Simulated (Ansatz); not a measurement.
Ti in space group P6/mmm (No. 191; Ti on 1a, Ti on 2d), a = b = 4.4508 Å, c = 2.7707 Å, α = β = 90.00°, γ = 120.00°.

Relaxed with LDA.

**Question.** Which orbitals make up the states near the Fermi level in DFT-LDA in the program Ansatz with PAW potentials?

**Answer.** Within 0.5 eV of the Fermi level: Ti 3d 90 %, Ti 4s 5 %. Projections are on Löwdin-orthogonalised atomic valence shells; empty p or d shells of many metals are not among them.

**Question.** Tabulate the density of states.

**Answer.** States/eV per cell of 3 atoms, in 0.25 eV bins, energy from the Fermi level.

| E (eV) | total | Ti 3d | Ti 4s | Ti 3p |
|---|---|---|---|---|
| -6.35 | 0.00 | 0.00 | 0.00 | 0.00 |
| -6.10 | 0.04 | 0.00 | 0.03 | 0.00 |
| -5.85 | 0.13 | 0.00 | 0.10 | 0.00 |
| -5.60 | 0.19 | 0.00 | 0.15 | 0.00 |
| -5.35 | 0.23 | 0.00 | 0.19 | 0.00 |
| -5.10 | 0.28 | 0.00 | 0.23 | 0.01 |
| -4.85 | 0.33 | 0.01 | 0.27 | 0.01 |
| -4.60 | 0.38 | 0.02 | 0.31 | 0.01 |
| -4.35 | 0.44 | 0.03 | 0.36 | 0.01 |
| -4.10 | 0.51 | 0.05 | 0.41 | 0.02 |
| -3.85 | 0.63 | 0.08 | 0.48 | 0.02 |
| -3.60 | 0.74 | 0.15 | 0.53 | 0.02 |
| -3.35 | 0.77 | 0.19 | 0.53 | 0.02 |
| -3.10 | 1.14 | 0.39 | 0.69 | 0.03 |
| -2.85 | 2.44 | 1.42 | 0.94 | 0.03 |
| -2.60 | 2.51 | 1.66 | 0.77 | 0.03 |
| -2.35 | 2.89 | 2.11 | 0.71 | 0.03 |
| -2.10 | 3.83 | 3.07 | 0.67 | 0.04 |
| -1.85 | 3.74 | 3.20 | 0.43 | 0.04 |
| -1.60 | 4.15 | 3.66 | 0.34 | 0.04 |
| -1.35 | 3.97 | 3.66 | 0.16 | 0.03 |
| -1.10 | 3.92 | 3.61 | 0.13 | 0.03 |
| -0.85 | 4.59 | 4.15 | 0.15 | 0.04 |
| -0.60 | 5.48 | 4.88 | 0.19 | 0.05 |
| -0.35 | 2.65 | 2.38 | 0.12 | 0.02 |
| -0.10 | 2.15 | 1.87 | 0.14 | 0.01 |
| 0.15 | 4.08 | 3.72 | 0.21 | 0.02 |
| 0.40 | 4.65 | 4.27 | 0.22 | 0.02 |
| 0.65 | 4.66 | 4.19 | 0.24 | 0.02 |
| 0.90 | 4.81 | 4.37 | 0.17 | 0.02 |
| 1.15 | 8.90 | 8.25 | 0.21 | 0.04 |
| 1.40 | 4.89 | 4.48 | 0.15 | 0.02 |
| 1.65 | 3.95 | 3.71 | 0.11 | 0.01 |

This is a known high-pressure phase of the composition, computed here at zero pressure and temperature. Symmetry was held in the LDA relaxation; its stability against distortions is not shown here. No spin polarisation was allowed. Axis ratios of metals converge slowly with the k-mesh, so a and c are less sure than the volume.

Potentials: the later of the program's two PAW sets.
